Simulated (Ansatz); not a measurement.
# Straining Hf₂Cu

Theory: Ansatz, DFT r2SCAN, scalar-relativistic, plane waves, PAW. Settings: 500 eV cutoff, 12×12×4 k-mesh, Gaussian smearing of 0.10 eV, no spin polarisation.

Starting point, cell and atoms relaxed:

```xyz
6
Lattice="3.1584 0.0000 0.0000 0.0000 3.1584 0.0000 0.0000 0.0000 11.1427" Properties=species:S:1:pos:R:3 pbc="T T T"
Hf    0.0000    0.0000    3.8331
Hf    1.5792    1.5792    1.7382
Hf    1.5792    1.5792    9.4045
Hf    0.0000    0.0000    7.3096
Cu    0.0000    0.0000    0.0000
Cu    1.5792    1.5792    5.5714
```

Deformation: c alone is stretched, the rest of the cell is held and the atoms relax, all within the symmetry that the strain leaves. Energies are extrapolated to zero smearing. Stress is positive in compression, on the Cartesian axes of the cell above. On this cell's mesh the reference holds a stress of up to 0.11 GPa.

Spin–orbit coupling is left out, which can shift energies with elements as heavy as these.

Strains computed: -6.0, -4.0, -2.0, +2.0, +4.0, +6.0 %.

At which strain does the energy stand 4.0 meV/atom over the relaxed crystal with σxx = -1.76, σyy = -1.76, σzz = -3.40 GPa?

+2.0 %.